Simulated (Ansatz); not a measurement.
RuSe in the zincblende structure

Computed with Ansatz (plane waves, PAW, 420 eV cutoff): PBE, scalar-relativistic, no spin polarisation, 10×10×10 k-mesh, Gaussian smearing of 0.05 eV; PAW files: Ansatz's generated set soft_2.

```
CELL_PARAMETERS angstrom
0.00000 2.75202 2.75202
2.75202 0.00000 2.75202
2.75202 2.75202 0.00000
ATOMIC_POSITIONS crystal
Ru 0.00000 0.00000 0.00000
Se 0.25000 0.25000 0.25000
```

This is a trial structure made by placing the elements on a prototype's sites, so it needn't be the stable form.

Cell and atoms are those of this level's equilibrium.

Path: Γ–X–U | K–Γ–L–W–X, with Γ = (0.000, 0.000, 0.000), X = (-0.500, -0.500, 0.000), U = (-0.375, -0.375, 0.250), K = (-0.375, 0.000, 0.375), L = (0.000, 0.000, 0.500), W = (-0.500, -0.250, 0.250) in reciprocal vectors of the calculation's cell.

Bands as a text map, energy in eV from the Fermi level (dashes), each leg drawn with the same width:
```
  2.86 |                     *                          
  2.57 |  *                *       *                    
  2.29 |                            *                   
  2.00 |****              *  *****                      
  1.71 |   *                *        *                  
  1.43 |                 *  *     *   *****             
  1.14 |    *              *             * **           
  0.86 |                *          *      *  *****      
  0.57 |              **   *               *      *     
  0.29 |     *       *    *                        **   
  0.00 |----------********----------*-------*--------*--
 -0.29 |      *****       *                  ***********
 -0.57 |      *          *                              
 -0.86 |       **       *            *                **
 -1.14 |     ***********              ******************
 -1.43 |   **      *****  **          *****         *   
 -1.71 |***             **  **********   *****   ***    
 -2.00 |  *              ****              *  ***       
 -2.29 |   ***********  *                   ************
 -2.57 |              **                                
 -2.86 |                                                
 -3.14 |                                                
 -3.43 |                                                
 -3.71 |                                                
 -4.00 |       **                             **********
 -4.29 |      *  *******                    **      **  
 -4.57 |    **       *****                 *      **    
 -4.86 |   *            * **        *******      *      
        Γ      X      UK       Γ       L       W       X
```

Q: By these bands, is it a metal or an insulator, and if it has a gap, where are the band edges on this path?

A: A metal: bands cross the Fermi level.
